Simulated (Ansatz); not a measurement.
TaSb2:
```yaml
crystal:
  lattice:
    - [5.13458, 1.84522, 0.00000]
    - [-5.13458, 1.84522, 0.00000]
    - [-4.23807, 0.00000, 7.20084]
  atoms:
    - { symbol: Ta, position: [0.84900, 0.15100, 0.81076] }
    - { symbol: Ta, position: [0.15100, 0.84900, 0.18924] }
    - { symbol: Sb, position: [0.14834, 0.85166, 0.53478] }
    - { symbol: Sb, position: [0.85166, 0.14834, 0.46522] }
    - { symbol: Sb, position: [0.40474, 0.59526, 0.11005] }
    - { symbol: Sb, position: [0.59526, 0.40474, 0.88995] }
```

Relaxed with r²SCAN. Special points in fractions of this cell's reciprocal vectors: Γ (0.000, 0.000, 0.000); C (0.293, 0.293, 0.000); C2 (-0.293, 0.707, 0.000); Y2 (-0.500, 0.500, 0.000); M2 (-0.500, 0.500, 0.500); D (-0.266, 0.734, 0.500); D2 (0.266, 0.266, 0.500); A (0.000, 0.000, 0.500); L2 (0.000, 0.500, 0.500); V2 (0.000, 0.500, 0.000).

Q: List the band energies nearest the Fermi level at these points for DFT-r²SCAN in the program Ansatz with PAW potentials.

A: In eV from the Fermi level; about four levels below and three above (degenerate sets whole), none deeper than 8.9 eV; points with the same levels are listed once.

```
k                     below           above
--  -----------------------  --------------
Γ   -1.66 -1.08 -1.08 -0.65  0.63 1.51 2.05
C   -2.37 -1.75 -1.42 -1.26  0.72 1.04 1.61
Y2  -1.84 -1.21 -0.81 -0.43  0.13 0.40 0.59
M2  -1.22 -0.59 -0.56 -0.05  0.33 1.02 1.59
D   -2.64 -2.01 -1.89 -0.75  1.09 1.27 1.76
A   -1.88 -1.33 -1.06 -0.40  0.06 1.64 2.02
L2  -2.38 -1.85 -1.60 -0.73  0.49 1.27 1.57
V2  -2.03 -1.82 -1.55 -1.12  1.37 1.78 2.17
```

Space group C2/m. The first step of the workflow began from a Materials Project structure, measured or hypothetical; the Crystallography Open Database copy checked does not list it. Its standing as an ambient phase is unchecked. The cell was relaxed with r²SCAN under the symmetry of its start; whether a distortion lowers the energy is not shown. No spin polarisation was allowed. Spin–orbit coupling is left out wherever it is not named.

Potentials: the later of the program's two PAW sets.
